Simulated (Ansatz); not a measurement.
Given:

Si2Mo:
```yaml
crystal:
  lattice:
    - [0.00000, 3.98065, 4.36073]
    - [2.28592, 0.00000, 4.36073]
    - [2.28592, 3.98065, 0.00000]
  atoms:
    - { symbol: Si, position: [0.66411, 0.33589, 0.66411] }
    - { symbol: Si, position: [0.33589, 0.66411, 0.33589] }
    - { symbol: Si, position: [0.58589, 0.91411, 0.58589] }
    - { symbol: Si, position: [0.91411, 0.58589, 0.91411] }
    - { symbol: Mo, position: [0.00000, 0.00000, 0.00000] }
    - { symbol: Mo, position: [0.25000, 0.25000, 0.25000] }
```

This is the PBEsol-relaxed structure.

**Question.** All from plane-wave PAW PBEsol (Ansatz code), unless another level is named. Estimate the electronic character.

**Answer.** metallic (no gap).

**Question.** Predict the formation energy from the elements (no fitted shifts).

**Answer.** -0.53 eV/atom.

**Question.** Next, the density of states at the Fermi level?

**Answer.** 0.11 states/eV per atom (mean over ±0.08 eV).

Space group Fddd. A made-up cell: these elements were put on the sites of a structure type; neither database checked (COD, Materials Project) lists it. It is not the phase usual at ambient conditions (space group No. 139). Symmetry was held in the PBEsol relaxation; its stability against distortions is not shown here. The run is not spin-polarised. The references are the lowest solids computed at this level, not always the standard phases. Spin–orbit coupling is left out wherever it is not named.

Potentials: the later of the program's two PAW sets.
